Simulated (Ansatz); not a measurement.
Sb2W:
```yaml
crystal:
  lattice:
    - [1.72126, -6.42464, 0.00000]
    - [1.72126, 6.42464, 0.00000]
    - [0.00000, 0.00000, 5.92957]
  atoms:
    - { symbol: W, position: [0.90135, 0.09865, 0.49904] }
    - { symbol: W, position: [0.09865, 0.90135, 0.99904] }
    - { symbol: Sb, position: [0.56070, 0.43930, 0.36054] }
    - { symbol: Sb, position: [0.43930, 0.56070, 0.86054] }
    - { symbol: Sb, position: [0.29229, 0.70771, 0.21544] }
    - { symbol: Sb, position: [0.70771, 0.29229, 0.71544] }
```

Relaxed with r²SCAN.

Q: Which orbitals make up the states near the Fermi level in DFT-r²SCAN in the program Ansatz with PAW potentials?

A: Within 0.5 eV of the Fermi level: W 5d 71 %, Sb 5p 22 %. Projections are on Löwdin-orthogonalised atomic valence shells; empty p or d shells of many metals are not among them.

Q: Tabulate the density of states.

A: States/eV per cell of 6 atoms, in 0.25 eV bins, energy from the Fermi level.

```tsv
E (eV)	total	Sb 5p	W 5d	Sb 5s
-7.85	0.00	0.00	0.00	0.00
-7.60	0.00	0.00	0.00	0.00
-7.35	0.00	0.00	0.00	0.00
-7.10	0.01	0.00	0.00	0.00
-6.85	0.15	0.09	0.02	0.01
-6.60	1.10	0.72	0.13	0.07
-6.35	1.52	1.04	0.19	0.09
-6.10	1.81	1.25	0.25	0.10
-5.85	2.74	1.89	0.45	0.15
-5.60	3.60	2.46	0.68	0.21
-5.35	3.21	2.11	0.63	0.21
-5.10	2.49	1.58	0.55	0.18
-4.85	3.86	2.42	0.98	0.24
-4.60	3.16	1.92	0.85	0.22
-4.35	2.20	1.32	0.63	0.13
-4.10	2.75	1.69	0.79	0.14
-3.85	3.26	1.94	1.03	0.16
-3.60	4.45	2.51	1.58	0.20
-3.35	3.99	2.26	1.42	0.17
-3.10	5.20	2.83	1.99	0.20
-2.85	5.69	3.01	2.33	0.16
-2.60	5.82	2.83	2.67	0.13
-2.35	4.94	2.45	2.24	0.09
-2.10	5.10	2.56	2.29	0.08
-1.85	4.62	2.09	2.32	0.07
-1.60	3.56	1.40	2.00	0.07
-1.35	2.66	0.87	1.62	0.06
-1.10	3.83	0.96	2.58	0.09
-0.85	4.20	0.93	2.96	0.10
-0.60	4.53	0.84	3.38	0.12
-0.35	4.01	0.64	3.11	0.10
-0.10	1.63	0.29	1.23	0.04
0.15	1.28	0.40	0.76	0.06
0.40	2.60	0.79	1.55	0.13
0.65	2.71	0.82	1.57	0.16
0.90	3.12	0.85	1.81	0.23
1.15	4.40	1.15	2.45	0.40
1.40	4.15	1.09	2.34	0.33
1.65	4.34	1.12	2.46	0.35
1.90	4.37	1.19	2.43	0.38
2.15	4.42	1.32	2.27	0.45
2.40	4.35	1.33	2.04	0.49
2.65	4.35	1.51	1.78	0.48
2.90	5.01	2.04	1.79	0.47
3.15	3.73	1.67	1.15	0.32
3.40	3.90	1.84	1.15	0.24
3.65	4.29	2.06	1.19	0.22
3.90	3.70	1.93	0.94	0.19
4.15	3.13	1.64	0.72	0.14
4.40	4.15	2.22	0.91	0.11
4.65	5.07	2.71	1.08	0.11
```

Space group Cmc2_1. The start of the workflow was typed in or built on a structure type; neither database checked (COD, Materials Project) lists it. Its standing as an ambient phase is unchecked. The r²SCAN relaxation kept the symmetry of its start; whether a distortion lowers the energy is not shown. No spin polarisation was allowed. The volume moved by -19 % from the start of the relaxation. Its formation energy is positive at this level, so the cell may be metastable or incomplete. Spin–orbit coupling is left out wherever it is not named.

Potentials: the later of the program's two PAW sets.
